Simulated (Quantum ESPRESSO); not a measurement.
GaInAl2P4, one run as intended and one with a planted mistake

A calculation, not a measurement. The program is pw.x of Quantum ESPRESSO 7.5 (plane-wave density functional theory). The cell is made up: 8 atoms on a zincblende/diamond lattice, with randomly drawn elements, strain and displacements, not relaxed. PseudoDojo standard norm-conserving files (v0.5 for PBE, v0.4.1 for LDA and PBEsol) set the functional; there is no spin polarisation, spin-orbit coupling or dispersion term, and the masses in the input are unused placeholders.

Intended input:

```
&control calculation='scf', pseudo_dir='./dojo.nc.sr.pbe.v0_5.standard.upf', outdir='./o', disk_io='medium', tprnfor=.true., tstress=.true. /
&system ibrav=0, nat=8, ntyp=4, nbnd=32, ecutwfc=79.96652505, nosym=.true., tot_charge=0,
 occupations='smearing', smearing='fd', degauss=0.0018374661
/
&electrons conv_thr=7.350e-09, electron_maxstep=60, /
ATOMIC_SPECIES
Al 1.0 Al.upf
Ga 1.0 Ga.upf
In 1.0 In.upf
P 1.0 P.upf
CELL_PARAMETERS angstrom
5.6735 0.0 0.0
0.0 5.6735 0.0
0.0 0.0 5.6735
ATOMIC_POSITIONS angstrom
Ga 0.0616 0.0061 -0.0024
In 0.1079 2.7266 2.8604
Al 2.7998 -0.0699 2.8281
Al 2.9189 2.8532 0.0709
P 1.4913 1.4567 1.4016
P 1.4214 4.2572 4.2477
P 4.2213 1.3712 4.2977
P 4.2609 4.1632 1.3641
K_POINTS automatic
4 4 4 1 1 1
```

The log is shortened where brackets say so; the opening notice, blank lines, dates and the lines on written files are dropped, and the path of the files is cut. It prints rydbergs, bohrs and kilobars, and counts compression as positive stress.

Log of the intended run:

```
     Program PWSCF v.7.5
     Parallel version (MPI & OpenMP), running on       1 processor cores
     Number of MPI processes:                 1
     Threads/MPI process:                     1
     [start-up lines left out]
     bravais-lattice index     =            0
     lattice parameter (alat)  =      10.7214  a.u.
     unit-cell volume          =    1232.3946 (a.u.)^3
     number of atoms/cell      =            8
     number of atomic types    =            4
     number of electrons       =        52.00
     number of Kohn-Sham states=           32
     kinetic-energy cutoff     =      79.9665  Ry
     charge density cutoff     =     319.8661  Ry
     scf convergence threshold =      7.3E-09
     mixing beta               =       0.7000
     number of iterations used =            8  plain     mixing
     Exchange-correlation= PBE
                           (   1   4   3   4   0   0   0)
     [axes and pseudopotential details left out]
   Cartesian axes
     site n.     atom                  positions (alat units)
         1        Ga     tau(   1) = (   0.0108575   0.0010752  -0.0004230  )
         2        In     tau(   2) = (   0.0190182   0.4805852   0.5041685  )
         3        Al     tau(   3) = (   0.4934873  -0.0123204   0.4984754  )
         4        Al     tau(   4) = (   0.5144796   0.5028994   0.0124967  )
         5        P      tau(   5) = (   0.2628536   0.2567551   0.2470433  )
         6        P      tau(   6) = (   0.2505332   0.7503657   0.7486913  )
         7        P      tau(   7) = (   0.7440381   0.2416850   0.7575042  )
         8        P      tau(   8) = (   0.7510179   0.7337975   0.2404336  )
     number of k points=    32  Fermi-Dirac smearing, width (Ry)=  0.0018
                       cart. coord. in units 2pi/alat
        k(    1) = (   0.1250000   0.1250000   0.1250000), wk =   0.0625000
        k(    2) = (   0.1250000   0.1250000   0.3750000), wk =   0.0625000
     [further k points left out]
     Dense  grid:   119177 G-vectors     FFT dimensions: (  64,  64,  64)
     Estimated max dynamical RAM per process >     153.50 MB
     Initial potential from superposition of free atoms
     starting charge      51.9880, renormalised to      52.0000
     Starting wfcs are   42 randomized atomic wfcs
     total cpu time spent up to now is       13.7 secs
     per-process dynamical memory:    99.0 Mb
     Self-consistent Calculation
     iteration #  1     ecut=    79.97 Ry     beta= 0.70
     Davidson diagonalization with overlap
     ethr =  1.00E-02,  avg # of iterations =  4.0
     Threshold (ethr) on eigenvalues was too large:
     Diagonalizing with lowered threshold
     Davidson diagonalization with overlap
     ethr =  6.97E-04,  avg # of iterations =  2.0
     total cpu time spent up to now is       66.2 secs
     total energy              =    -350.64765467 Ry
     estimated scf accuracy    <       0.37261457 Ry
     iteration #  2     ecut=    79.97 Ry     beta= 0.70
     Davidson diagonalization with overlap
     ethr =  7.17E-04,  avg # of iterations =  2.2
     total cpu time spent up to now is       95.9 secs
     total energy              =    -350.73698015 Ry
     estimated scf accuracy    <       0.09175670 Ry
     [iterations 3 to 8 left out]
     iteration #  9     ecut=    79.97 Ry     beta= 0.70
     Davidson diagonalization with overlap
     ethr =  1.55E-10,  avg # of iterations =  4.8
     total cpu time spent up to now is      304.6 secs
     total energy              =    -350.75564242 Ry
     estimated scf accuracy    <       0.00000003 Ry
     iteration # 10     ecut=    79.97 Ry     beta= 0.70
     Davidson diagonalization with overlap
     ethr =  5.80E-11,  avg # of iterations =  2.0
     total cpu time spent up to now is      332.3 secs
     End of self-consistent calculation
     [lines on levels left out]
!    total energy              =    -350.75564243 Ry
     estimated scf accuracy    <          1.3E-09 Ry
     smearing contrib. (-TS)   =      -0.00000000 Ry
     internal energy E=F+TS    =    -350.75564243 Ry
     The total energy is F=E-TS. E is the sum of the following terms:
     one-electron contribution =    -162.84497556 Ry
     hartree contribution      =     112.56315811 Ry
     xc contribution           =    -102.62282273 Ry
     ewald contribution        =    -197.85100225 Ry
     convergence has been achieved in  10 iterations
     Forces acting on atoms (cartesian axes, Ry/au):
     atom    1 type  2   force =    -0.01659545   -0.00295524    0.00096146
     atom    2 type  3   force =    -0.05275800    0.02018474    0.01331804
     atom    3 type  1   force =     0.02232649    0.00715991   -0.00636213
     atom    4 type  1   force =    -0.02324864   -0.01279480   -0.04374650
     atom    5 type  4   force =     0.03863003   -0.06387705   -0.03809416
     atom    6 type  4   force =     0.03941928    0.01838515    0.04144821
     atom    7 type  4   force =    -0.01729305   -0.02322996    0.01022422
     atom    8 type  4   force =     0.00951935    0.05712726    0.02225085
     Total force =     0.149290     Total SCF correction =     0.000086
     Computing stress (Cartesian axis) and pressure
          total   stress  (Ry/bohr**3)                   (kbar)     P=      -11.19
  -0.00007635   0.00004692  -0.00003916          -11.23        6.90       -5.76
   0.00004692  -0.00008579   0.00010657            6.90      -12.62       15.68
  -0.00003916   0.00010657  -0.00006603           -5.76       15.68       -9.71
     init_run     :     12.00s CPU     13.45s WALL (       1 calls)
     electrons    :    303.27s CPU    318.66s WALL (       1 calls)
     forces       :      4.68s CPU      4.77s WALL (       1 calls)
     stress       :     16.98s CPU     17.83s WALL (       1 calls)
     [timing details left out]
     PWSCF        :   5m37.28s CPU   5m55.50s WALL
     JOB DONE.
```

A second run has one planted mistake: the smearing is too wide. The input lines that differ, file-writing options aside:

```
- &system ibrav=0, nat=8, ntyp=4, nbnd=32, ecutwfc=79.96652505, nosym=.true., tot_charge=0,
+ &system ibrav=0, nat=8, ntyp=4, nbnd=50, ecutwfc=79.96652505, nosym=.true., tot_charge=0,
-  occupations='smearing', smearing='fd', degauss=0.0018374661
+  occupations='smearing', smearing='fd', degauss=0.0440991866
```

Its log:

```
     Program PWSCF v.7.5
     Parallel version (MPI & OpenMP), running on       1 processor cores
     Number of MPI processes:                 1
     Threads/MPI process:                     1
     [start-up lines left out]
     bravais-lattice index     =            0
     lattice parameter (alat)  =      10.7214  a.u.
     unit-cell volume          =    1232.3946 (a.u.)^3
     number of atoms/cell      =            8
     number of atomic types    =            4
     number of electrons       =        52.00
     number of Kohn-Sham states=           50
     kinetic-energy cutoff     =      79.9665  Ry
     charge density cutoff     =     319.8661  Ry
     scf convergence threshold =      7.3E-09
     mixing beta               =       0.7000
     number of iterations used =            8  plain     mixing
     Exchange-correlation= PBE
                           (   1   4   3   4   0   0   0)
     [axes and pseudopotential details left out]
   Cartesian axes
     site n.     atom                  positions (alat units)
         1        Ga     tau(   1) = (   0.0108575   0.0010752  -0.0004230  )
         2        In     tau(   2) = (   0.0190182   0.4805852   0.5041685  )
         3        Al     tau(   3) = (   0.4934873  -0.0123204   0.4984754  )
         4        Al     tau(   4) = (   0.5144796   0.5028994   0.0124967  )
         5        P      tau(   5) = (   0.2628536   0.2567551   0.2470433  )
         6        P      tau(   6) = (   0.2505332   0.7503657   0.7486913  )
         7        P      tau(   7) = (   0.7440381   0.2416850   0.7575042  )
         8        P      tau(   8) = (   0.7510179   0.7337975   0.2404336  )
     number of k points=    32  Fermi-Dirac smearing, width (Ry)=  0.0441
                       cart. coord. in units 2pi/alat
        k(    1) = (   0.1250000   0.1250000   0.1250000), wk =   0.0625000
        k(    2) = (   0.1250000   0.1250000   0.3750000), wk =   0.0625000
     [further k points left out]
     Dense  grid:   119177 G-vectors     FFT dimensions: (  64,  64,  64)
     Estimated max dynamical RAM per process >     174.24 MB
     Initial potential from superposition of free atoms
     starting charge      51.9880, renormalised to      52.0000
     Starting wfcs are   42 randomized atomic wfcs +    8 random wfcs
     total cpu time spent up to now is       18.4 secs
     per-process dynamical memory:    94.6 Mb
     Self-consistent Calculation
     iteration #  1     ecut=    79.97 Ry     beta= 0.70
     Davidson diagonalization with overlap
     ethr =  1.00E-02,  avg # of iterations =  6.7
     Threshold (ethr) on eigenvalues was too large:
     Diagonalizing with lowered threshold
     Davidson diagonalization with overlap
     ethr =  6.70E-04,  avg # of iterations =  2.2
     total cpu time spent up to now is      120.4 secs
     total energy              =    -350.69568732 Ry
     estimated scf accuracy    <       0.34601923 Ry
     iteration #  2     ecut=    79.97 Ry     beta= 0.70
     Davidson diagonalization with overlap
     ethr =  6.65E-04,  avg # of iterations =  2.7
     total cpu time spent up to now is      163.2 secs
     total energy              =    -350.76646559 Ry
     estimated scf accuracy    <       0.10999856 Ry
     [iterations 3 to 8 left out]
     iteration #  9     ecut=    79.97 Ry     beta= 0.70
     Davidson diagonalization with overlap
     ethr =  2.86E-10,  avg # of iterations =  2.0
     total cpu time spent up to now is      470.0 secs
     total energy              =    -350.79331640 Ry
     estimated scf accuracy    <       0.00000003 Ry
     iteration # 10     ecut=    79.97 Ry     beta= 0.70
     Davidson diagonalization with overlap
     ethr =  6.47E-11,  avg # of iterations =  2.0
     total cpu time spent up to now is      506.4 secs
     End of self-consistent calculation
     [lines on levels left out]
!    total energy              =    -350.79331641 Ry
     estimated scf accuracy    <          2.5E-09 Ry
     smearing contrib. (-TS)   =      -0.14386128 Ry
     internal energy E=F+TS    =    -350.64945513 Ry
     The total energy is F=E-TS. E is the sum of the following terms:
     one-electron contribution =    -162.70088898 Ry
     hartree contribution      =     112.48997187 Ry
     xc contribution           =    -102.58753578 Ry
     ewald contribution        =    -197.85100225 Ry
     convergence has been achieved in  10 iterations
     Forces acting on atoms (cartesian axes, Ry/au):
     atom    1 type  2   force =    -0.01286082   -0.00251445    0.00301509
     atom    2 type  3   force =    -0.04841989    0.01872069    0.01281293
     atom    3 type  1   force =     0.01977098    0.00696449   -0.00698309
     atom    4 type  1   force =    -0.02442617   -0.01312920   -0.04060274
     atom    5 type  4   force =     0.04061515   -0.06053288   -0.03832849
     atom    6 type  4   force =     0.03986053    0.01796841    0.03980495
     atom    7 type  4   force =    -0.02095181   -0.02218078    0.00983883
     atom    8 type  4   force =     0.00641204    0.05470373    0.02044253
     Total force =     0.143889     Total SCF correction =     0.000229
     Computing stress (Cartesian axis) and pressure
          total   stress  (Ry/bohr**3)                   (kbar)     P=       -2.51
  -0.00001282   0.00005422  -0.00004042           -1.89        7.98       -5.95
   0.00005422  -0.00002782   0.00011474            7.98       -4.09       16.88
  -0.00004042   0.00011474  -0.00001049           -5.95       16.88       -1.54
     init_run     :     15.12s CPU     18.22s WALL (       1 calls)
     electrons    :    470.12s CPU    487.98s WALL (       1 calls)
     forces       :      6.60s CPU      6.66s WALL (       1 calls)
     stress       :     21.38s CPU     21.46s WALL (       1 calls)
     [timing details left out]
     PWSCF        :   8m33.57s CPU   8m54.94s WALL
     JOB DONE.
```

|  | intended run | run with the mistake |
| --- | --- | --- |
| free energy (eV) | -4772.274 | -4772.786 |
| smearing term -TS (eV) | 0.0000 | -1.9573 |
| pressure (GPa) | -1.12 | -0.25 |
| largest force component (eV/Å) | 1.642 | 1.556 |
| largest change of a force component (eV/Å) |  | 0.112 |
| iterations | 10 | 10 |

For scale, a rerun of the intended cell at 1377 eV and a 6 x 6 x 6 mesh moved values by no more than 0.006 eV in energy, 0.02 GPa in stress and 0.002 eV/Å in force. The number of bands, nbnd, was set by rule from the electron count and the smearing, so it follows the mistake.